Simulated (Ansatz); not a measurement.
## Every step of a relaxation of Nb (beta tin type)

DFT, LDA, PAW with Ansatz's default frozen-core files, scalar-relativistic (Ansatz 0.2.0); a Γ-centred 21×21×21 k mesh, Fermi–Dirac smearing of 0.05 eV, no spin polarisation. The run relaxes cell and atoms at a target pressure of 720 GPa.

Command: `ansatz run input.yaml --threads 1 --pin off --max-ram 3584MiB --backend cpu --events-out ev --progress --plain --runs-dir out` It took 43 s on 1 thread of Intel(R) Xeon(R) 6975P-C (Granite Rapids), with other jobs on the host, peak memory 0.58 GiB.

PAW: frozen-core files, cutoff 420 eV; forces are relaxed below 0.005 eV/Å.

Each step lists its enthalpy F + pV a cell above the last geometry, the pressure, the cell vectors (Å), and Cartesian positions (Å) with forces (eV/Å).

The first step:

```
step 1  dH = 210.64 meV  P = 824.7 GPa
  cell -1.9012 1.9012 1.0457  1.9012 -1.9012 1.0457  1.9012 1.9012 -1.0457
  Nb 0.0000 -0.9506 -0.2614   0.0000 0.0000 0.0000
  Nb 0.0000 0.9506 0.2614   0.0000 0.0000 0.0000
```

The PAW files were made under PBE. At this compression frozen-core PAW has no all-electron check here.

The symmetry of the start is kept and no stability test is made, so the end need not be the stable phase.

Q: Where does the relaxation end, and by which steps?

A: After 5 geometries, with conventional a, b, c = 3.868, 3.868, 2.105 Å, at 7.876 Å³/atom (+4.19 % against the start) in space group I4_1/amd, with a shortest distance of 2.005 Å. The further steps:
```
step 2  dH = 652.68 meV  P = 559.4 GPa  (not accepted)
  cell -1.9900 1.9900 1.0713  1.9900 -1.9900 1.0713  1.9900 1.9900 -1.0713
  Nb 0.0000 -0.9950 -0.2678   0.0000 0.0000 0.0000
  Nb 0.0000 0.9950 0.2678   0.0000 0.0000 0.0000
step 3  dH = 1.20 meV  P = 712.6 GPa
  cell -1.9357 1.9357 1.0543  1.9357 -1.9357 1.0543  1.9357 1.9357 -1.0543
  Nb 0.0000 -0.9679 -0.2636   0.0000 0.0000 0.0000
  Nb 0.0000 0.9679 0.2636   0.0000 0.0000 0.0000
step 4  dH = 0.04 meV  P = 719.5 GPa
  cell -1.9338 1.9338 1.0534  1.9338 -1.9338 1.0534  1.9338 1.9338 -1.0534
  Nb 0.0000 -0.9669 -0.2633   0.0000 0.0000 0.0000
  Nb 0.0000 0.9669 0.2633   0.0000 0.0000 0.0000
step 5  dH = 0.00 meV  P = 720.0 GPa
  cell -1.9342 1.9342 1.0527  1.9342 -1.9342 1.0527  1.9342 1.9342 -1.0527
  Nb 0.0000 -0.9671 -0.2632   0.0000 0.0000 0.0000
  Nb 0.0000 0.9671 0.2632   0.0000 0.0000 0.0000
step 6  dH = -0.51 meV  P = 720.0 GPa  (same geometry on a basis chosen anew; earlier energies don't compare to the last digit)
  cell -1.9342 1.9342 1.0527  1.9342 -1.9342 1.0527  1.9342 1.9342 -1.0527
  Nb 0.0000 -0.9671 -0.2632   0.0000 0.0000 0.0000
  Nb 0.0000 0.9671 0.2632   0.0000 0.0000 0.0000
```
